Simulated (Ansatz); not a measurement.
These are results of Ansatz 0.2.0, DFT PBE, scalar-relativistic, plane waves, PAW, not measurements. All cells share a 420 eV cutoff and Γ-centred k meshes spaced at most about 0.3 Å⁻¹ (about 0.25 or finer for metals, 2π included). Collinear spin in cells that started with moments and kept them past the coarse steps, no spin elsewhere.

Temperature and zero-point effects are left out.

Two forms of La₂TaO₂ were relaxed alike.

A. (site moments Ta 2.8 μB)

```yaml
crystal:
  lattice:
    - [6.62599, 0.00000, 0.00000]
    - [-3.31299, 5.73827, 0.00000]
    - [0.00000, 0.00000, 4.26829]
  atoms:
    - { symbol: La, position: [0.33333, 0.66667, 0.00000] }
    - { symbol: La, position: [0.66667, 0.33333, 0.00000] }
    - { symbol: Ta, position: [0.00000, 0.00000, 0.00000] }
    - { symbol: O, position: [0.33333, 0.66667, 0.50000] }
    - { symbol: O, position: [0.66667, 0.33333, 0.50000] }
```

B. (site moments La 0.2 μB)

```yaml
crystal:
  lattice:
    - [4.50536, 0.00000, 0.00000]
    - [0.00000, 4.50536, 0.00000]
    - [0.00000, 0.00000, 6.96238]
  atoms:
    - { symbol: La, position: [0.50000, 0.50000, 0.00000] }
    - { symbol: La, position: [0.50000, 0.50000, 0.50000] }
    - { symbol: Ta, position: [0.00000, 0.00000, 0.00000] }
    - { symbol: O, position: [0.00000, 0.50000, 0.00000] }
    - { symbol: O, position: [0.50000, 0.00000, 0.00000] }
```

Task: Which would you expect to be lower, and how large is the difference?

Result: B is lower, by 0.31 eV/atom. A has space group P6/mmm (No. 191), 32.5 Å³/atom and no gap on its mesh; B has space group P4/mmm (No. 123), 28.3 Å³/atom and no gap. Counting O atoms around La and Ta (those within 1.25 times the shortest such distance or 1.15 times the sum of covalent radii, 1.27 where that leaves under three; the shortest distance is added where it exceeds 1.18 times the sum of covalent radii; a slash parts the counts of unlike sites), A has La 2, Ta 12 from 4.4 Å and B has La 4/8 from 4.1 Å, Ta 4. The denser one is the lower, and pressure would at first widen the difference. Both come from invented guesses. A third cell relaxed alike, in P-3m1, lies 0.86 eV/atom below the lower of the two.

Spin–orbit coupling, which can matter for Ta, is left out. Another magnetic order may lie lower. Cells relaxed within their symmetry can be saddle points.
